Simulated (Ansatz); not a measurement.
The start is a relaxed PtSe2 cell shaken by Gaussian noise of σ = 0.08 Å a coordinate. A full variable-cell relaxation at zero pressure is run with PBEsol (plane waves to 420 eV, PAW, scalar-relativistic; Ansatz, a program for electronic structure). First-step values are on the input's coarse k-mesh.

Ansatz input (later rounds restart from its end on a renewed k-mesh):
Ansatz 0.2 input:
```yaml
crystal:
  lattice:
    - [5.9454382401, 0, 0]
    - [-2.9727191201, 5.1489005526, 0]
    - [0, 0, 7.25731981]
  atoms:
    - { symbol: Pt, position: [0.5027424027, 0.0194472207, -0.0026016193] }
    - { symbol: Pt, position: [0.5090601142, 0.509077606, 0.3543785505] }
    - { symbol: Pt, position: [0.0020945208, 0.4899740242, 0.6429598178] }
    - { symbol: Se, position: [0.2583371658, 0.5308310009, -0.007205138] }
    - { symbol: Se, position: [0.7254632583, 0.2735299018, 0.3504743285] }
    - { symbol: Se, position: [0.4610116905, 0.7572685253, 0.6736615582] }
    - { symbol: Se, position: [0.7362392503, 0.4528191915, 0.0014128114] }
    - { symbol: Se, position: [0.2408596019, 0.7506477033, 0.3209936593] }
    - { symbol: Se, position: [0.532322973, 0.2693459755, 0.6539889818] }
basis: { ecutwfc: 420, ecutrho_ratio: 4, xc_grid: 2, fft_grid_basis: typed }
kpoints: { mp_grid: { grid: [5, 5, 3] } }
hamiltonian:
  xc: pbesol
  dispersion: none
  pseudopotentials: { kind: paw }
scf: { occupations: { method: fermi_dirac, width: 0.05 } }
relax: { f_tol: 0.01, max_steps: 100, cell: { stress_tol: 0.02 } }
output: { forces: true, stress: true }
```

| Property | Value |
|---|---|
| Largest initial force | about 2.8 eV/Å, on Pt1 (atoms numbered as listed) |
| Energy released | 0.76 eV/atom |
| Relative to the parent | It does not go back: it reaches P-3m1 (No. 164), CdI2 type, 0.69 eV/atom below the parent |
| Shortest distances (start → end) | The closest pairs of elements (up to four, under 3.6 Å), start → end: Pt–Se 2.23 → 2.51 Å; Se–Se 2.48 → 3.18 Å |
| Band gap at the end | zero (metallic) |
| Optimiser moves | 45 |

The end point of the relaxation:

```cif
data_PtSe2
_chemical_formula_sum 'Pt1 Se2'
_space_group_name_H-M_alt 'P-3m1'
_space_group_IT_number 164
_space_group_name_Hall '-P 3 2"'
_cell_length_a 3.76099
_cell_length_b 3.76099
_cell_length_c 4.86076
_cell_angle_alpha 90.000
_cell_angle_beta 90.000
_cell_angle_gamma 120.000
loop_
_atom_site_label
_atom_site_type_symbol
_atom_site_symmetry_multiplicity
_atom_site_Wyckoff_symbol
_atom_site_fract_x
_atom_site_fract_y
_atom_site_fract_z
_atom_site_occupancy
Pt1 Pt 1 a 0.00000 0.00000 0.00000 1
Se1 Se 2 d 0.66667 0.33333 0.26076 1
```

Final values are on a 14×14×10 k-mesh of the relaxed cell. No spin polarisation in the result. Without a van der Waals term the distances between weakly bound units are poorly fixed.

Of the parent cell (P6₂22 (No. 180)): it is a generated cell of PtSe2: the first start was made by placing the elements on the sites of a structure type, and the end was not matched to a known phase here, so it may be hypothetical. Known forms of PtSe2 include space group No. 164.
